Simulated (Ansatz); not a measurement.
Relaxed-ion elastic tensor of TaCo$_{3}$ (Cu3Au type, Pm-3m) in GPa (Voigt order), DFT-PBEsol in the program Ansatz with PAW potentials; density 12.85 g/cm³, 11.56 Å³ per atom.

```tsv
	1	2	3	4	5	6
1	409	205	205	0.0	0.0	0.0
2	205	409	205	0.0	0.0	0.0
3	205	205	409	0.0	0.0	0.0
4	0.0	0.0	0.0	189	0.0	0.0
5	0.0	0.0	0.0	0.0	189	0.0
6	0.0	0.0	0.0	0.0	0.0	189
```

Question: Is the crystal mechanically stable?

Answer: Yes: the smallest eigenvalue of C is 189 GPa.

Question: Work out the Voigt, Reuss and Hill averages.

Answer: K_V = 273, K_R = 273, K_H = 273; G_V = 154, G_R = 141, G_H = 148 GPa.

Question: Give Young's modulus, Poisson's ratio, Pugh's ratio and the universal anisotropy index.

Answer: E = 9KG/(3K + G) = 376 GPa; ν = 0.27; K/G = 1.85 (near the Pugh limit of 1.75, no verdict); A_U = 5G_V/G_R + K_V/K_R − 6 = 0.47.

Question: Estimate the sound speeds and the Debye temperature.

Answer: v_l = √((K + 4G/3)/ρ) = 6050 m/s, v_t = √(G/ρ) = 3390 m/s, mean 3770 m/s; Θ = (h/k)(3n/4πV)^(1/3) v_m = 497 K.

Question: Give the Zener ratio and Young's modulus along [100], [110] and [111].

Answer: A = 2C44/(C11 − C12) = 1.85; 1/E = S11 − 2(S11 − S12 − S44/2)Γ with Γ = 0, 1/4, 1/3 gives 273, 393, 461 GPa.

The workflow started from an entry of the Crystallography Open Database (COD), which files this formula under 2 space groups. Whether it is the stable phase at ambient conditions was not checked. The cell was relaxed with PBEsol under the symmetry of its start; of distortions, only those at the zone centre were tested. The workflow began spin-polarised and lost its moments. As this level gives no gap, shear constants depend on the k-mesh and smearing (Fermi–Dirac, 0.1 eV here). Scalar-relativistic: spin–orbit coupling is off unless named, which matters more the heavier the elements.

Potentials: the later of the program's two PAW sets.
